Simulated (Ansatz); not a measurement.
# CaZn2Sb2 single point

The input, for Ansatz 0.2.0 (plane waves, PAW):

```yaml
crystal:
  lattice:
    - [4.40761, 0.0, 0.0]
    - [-2.203805, 3.817103, 0.0]
    - [0.0, 0.0, 7.407881]
  atoms:
    - { symbol: Zn, position: [0.3333, 0.6667, 0.6307] }
    - { symbol: Zn, position: [0.6667, 0.3333, 0.3693] }
    - { symbol: Ca, position: [0.0, 0.0, 0.0] }
    - { symbol: Sb, position: [0.3333, 0.6667, 0.2571] }
    - { symbol: Sb, position: [0.6667, 0.3333, 0.7429] }
  symmetry: { tolerance: 0.0003 }
kpoints:
  mp_grid: { grid: [9, 9, 5], shift: [0, 0, 0] }
  band_path:
    path:
      - [0.0, 0.0, 0.0]
      - [0.5, 5.0e-08, 0.0]
      - [0.33333333, 0.33333338, 0.0]
      - [0.0, 0.0, 0.0]
      - [0.0, 0.0, 0.5]
      - [0.5, 5.0e-08, 0.5]
      - [0.33333333, 0.33333338, 0.5]
      - [0.0, 0.0, 0.5]
      - [0.5, 5.0e-08, 0.5]
      - [0.5, 5.0e-08, 0.0]
      - [0.33333333, 0.33333338, 0.5]
    npoints: 6
magnetization:
  spin_polarized: false
scf:
  occupations: { method: fermi_dirac }
  lower_state_search: "off"
  max_iter: 200
hamiltonian:
  pseudopotentials: { kind: paw }
  xc: r2scan
basis:
  ecutwfc: 500
  fft_grid_basis: typed
output:
  forces: true
  stress: true
  eigenvalues: true
  bader: true
  populations: true
  elf: true
  write_potential: true
  volumetric_format: npy
  dos:
    e_range: [-12, 8]
    de: 0.05
    projected: { site_lists: { Ca: [Ca], Sb: [Sb], Zn: [Zn] } }
checkpoint:
  read: saved_state
```

The saved state is an earlier solution for the same cell, perhaps on another mesh. 

Output (shortened):

```
Warning: the atoms were moved onto the symmetric positions of the space group found under crystal.symmetry.tolerance 3.0e-4 (fractional; no operation is sought that the atoms, as they stand in a round, miss by more than twice it, and no atom is moved by as much as it), and the run uses the moved positions.
Pseudopotentials: kind: paw
Pseudopotential: Zn, paw, valence charge 12, recommended cutoff 500 eV (meta_gga), Zn.paw.azcp
Pseudopotential: Ca, paw, valence charge 10, recommended cutoff 500 eV (meta_gga), Ca.paw.azcp
Pseudopotential: Sb, paw, valence charge 15, recommended cutoff 500 eV (meta_gga), Sb.paw.azcp
Functional definition: r2SCAN
  exchange = r2scan_x(k0 = k0, k1 = k1, a1 = a1)
  correlation = r2scan_c
Crystal: 5 atoms, lattice volume = 124.632 Å³
Basis set: ecut = 500 eV, 3123 PW (Γ), exchange–correlation on 144×144×240 points (64 copies of the dense FFT grid, shifted against one another)
Bands: 39, of which v1, the nominal top of the filled ones, is band 32 counted from 1 (31 counted from 0)
Symmetry: 12 space group operations
Space group: P-3m1 (ITA 164), of the structure as read, at distance tolerance 1.5e-3 Å
k-points: 50 of 405
Initial density: read from a saved state, or passed on in memory by an earlier SCF of this step, an earlier step, the calling program or the single point that the run made first
Functional: x = r2scan, c = r2scan; τ floored in thin density (d = 2e-4 eV/Å³)
SCF iter   1: F=-21474.0891 eV  Δρ=9.03e-4  dr2=4.52e-4  dr2_τ=2.67e-4
SCF iter   2: F=-21474.0892 eV  Δρ=5.07e-4  dr2=1.98e-4  dr2_τ=2.46e-5
SCF iter   3: F=-21474.0892 eV  Δρ=1.54e-4  dr2=2.83e-5  dr2_τ=7.34e-7
SCF iter   4: F=-21474.0892 eV  Δρ=9.81e-5  dr2=7.35e-6  dr2_τ=8.96e-7
SCF iter   5: F=-21474.0892 eV  Δρ=3.49e-5  dr2=1.35e-6  dr2_τ=1.14e-7
SCF iter   6: F=-21474.0892 eV  Δρ=1.02e-5  dr2=2.39e-7  dr2_τ=1.74e-9
SCF iter   7: F=-21474.0892 eV  Δρ=2.99e-6  dr2=1.70e-8  dr2_τ=2.12e-10
Free energy (F): -21474.0892 eV
Harris-Foulkes:  -21474.0892 eV  (|F-HF|=2.07e-9)
Internal energy: -21474.0848 eV  (E = F + TS)
E sigma→0 (E₀):  -21474.0870 eV
Entropy (-TS):   -0.0044 eV (-0.881 meV/atom)
Fermi energy:    9.2483 eV
--- Forces (eV/Å), atoms counted from 1 ---
  atom   1  Zn     0.0000     0.0000     0.0097
  atom   2  Zn     0.0000     0.0000    -0.0097
  atom   3  Ca     0.0000     0.0000     0.0000
  atom   4  Sb     0.0000     0.0000     0.0347
  atom   5  Sb     0.0000     0.0000    -0.0347
--- Stress (GPa, compression-positive) ---
        1.2558       0.0000       0.0000
        0.0000       1.2558       0.0000
        0.0000       0.0000       0.9760
  P = ⅓ Tr σ = 1.1625 GPa (11.625 kbar)
--- Löwdin populations: 5 sites ---
  site symbol       q [e]
     0     Zn     10.8367
     1     Zn     10.8367
     2     Ca      8.4250
     3     Sb     16.5789
     4     Sb     16.5789
  spilling = 0.0116 (of n_electrons = 64.0000)
--- Bader charges: 5 sites ---
  site symbol  charge [e]  shift [e]
     0     Zn      0.3857     0.0035
     1     Zn      0.3857     0.0035
     2     Ca      1.4191     0.0000
     3     Sb     -1.0952     0.0035
     4     Sb     -1.0952     0.0035
```

Origin: a database entry at a rescaled volume.
